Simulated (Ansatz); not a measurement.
Data:

HfGe:
```cif
data_GeHf
_chemical_formula_sum 'Hf1 Ge1'
_space_group_name_H-M_alt 'Pm-3m'
_space_group_IT_number 221
_space_group_name_Hall '-P 4 2 3'
_cell_length_a 3.35218
_cell_length_b 3.35218
_cell_length_c 3.35218
_cell_angle_alpha 90.000
_cell_angle_beta 90.000
_cell_angle_gamma 90.000
loop_
_atom_site_label
_atom_site_type_symbol
_atom_site_symmetry_multiplicity
_atom_site_Wyckoff_symbol
_atom_site_fract_x
_atom_site_fract_y
_atom_site_fract_z
_atom_site_occupancy
Hf1 Hf 1 a 0.00000 0.00000 0.00000 1
Ge1 Ge 1 b 0.50000 0.50000 0.50000 1
```

This is the PBE-relaxed structure.

Task: All from PBE in the plane-wave PAW code Ansatz, unless another level is named. Give the electronic character.

Result: metallic (no gap).

Task: What about the density of states at the Fermi level?

Result: 1.3 states/eV per atom (mean over ±0.08 eV).

Task: And the formation energy from the elements (no fitted shifts)?

Result: -0.26 eV/atom.

The cell is a constructed one: a structure type filled with these elements; neither database checked (COD, Materials Project) lists it. Whether it is the stable phase at ambient conditions was not checked. The PBE relaxation kept the symmetry of its start; its stability against distortions is not shown here. The run is not spin-polarised. The references are the lowest solids computed at this level, not always the standard phases. Spin–orbit coupling is left out wherever it is not named.

Potentials: the later of the program's two PAW sets.
